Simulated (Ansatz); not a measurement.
**Ga₅As₃P₂ (I-4m2) at 2 levels of theory**

One geometry, relaxed with PBE; plane waves with PAW potentials in Ansatz, scalar-relativistic. No spin polarisation. Gaps are the least over mesh and band path; pressure is positive in compression.

```cif
data_structure
_symmetry_space_group_name_H-M 'P 1'
_symmetry_Int_Tables_number 1
_cell_length_a 14.4133
_cell_length_b 14.4133
_cell_length_c 14.4133
_cell_angle_alpha 164.080
_cell_angle_beta 164.080
_cell_angle_gamma 22.588
_cell_volume 225.24
loop_
_atom_site_label
_atom_site_type_symbol
_atom_site_fract_x
_atom_site_fract_y
_atom_site_fract_z
_atom_site_occupancy
Ga1 Ga 0.69845 0.69845 0.00000 1
Ga2 Ga 0.30155 0.30155 0.00000 1
Ga3 Ga 0.90452 0.90452 0.00000 1
Ga4 Ga 0.50000 0.50000 0.00000 1
Ga5 Ga 0.09548 0.09548 0.00000 1
P1 P 0.95225 0.45225 0.50000 1
P2 P 0.54775 0.04775 0.50000 1
As1 As 0.35300 0.85300 0.50000 1
As2 As 0.14700 0.64700 0.50000 1
As3 As 0.75000 0.25000 0.50000 1
```

| level | cutoff (eV) | k mesh | gap (eV) | pressure (GPa) |
| --- | --- | --- | --- | --- |
| PBE | 420 | 10×10×10 | 0.66 | 0.0 |

Problem. What comes out on the same cell with PBEsol?

Solution.
```
 level  cutoff (eV)    k mesh  gap (eV)  pressure (GPa)
PBEsol          420  10×10×10      0.58            -2.9
```

It was reached by relaxing an invented guess, and it needn't be the stable form of this composition.
